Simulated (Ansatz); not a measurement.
A geometry of Au away from equilibrium: step 3 of the relaxation of a relaxed Au cell displaced along its unstable phonon at q = (½, 0, 0) of its primitive reciprocal cell (28i cm⁻¹), largest move 0.15 Å. These are r2SCAN (plane waves to 500 eV, PAW, scalar-relativistic; Ansatz, an electronic-structure program) values and carry that method's errors. Γ-centred k-mesh 4×8×12 on the run's cell (coarser than for final values), Fermi–Dirac smearing 0.05 eV.

```
Au
1.0
    9.48420     0.09808     0.00000
   -2.32858     4.03322     0.00000
    0.00000     0.00000     2.75353
Au
6
Cartesian
  0.00000   0.00000   0.05963
  4.74210   0.04904  -0.05963
  0.05874   2.72273   1.75523
  4.80084   2.77177   0.99829
  2.35478   1.35953   0.99829
  7.09688   1.40858   1.75523
```

Task: Give the Cartesian forces on all atoms (eV/Å).

Result: 
```
atom     Fx     Fy     Fz
----  -----  -----  -----
Au1    0.00   0.00  -0.01
Au2    0.00   0.00   0.01
Au3   -0.15  -0.08   0.09
Au4   -0.15  -0.08  -0.09
Au5    0.15   0.08  -0.09
Au6    0.15   0.08   0.09
```

Task: What is the pressure?

Result: +1.5 GPa, compression positive.

Task: How far above the relaxed end point is this geometry?

Result: 0.04 eV/atom; the path ends in Fm-3m (No. 225) (fcc (Cu type)).

No spin polarisation in the result.

The run could not lose the symmetry of its start.

Of the parent cell (P6/mmm (No. 191)): it is a generated cell of Au: the first start was made by placing the elements on the sites of a structure type, and the end was not matched to a known phase here, so it may be hypothetical. Known forms of Au include space group No. 225.
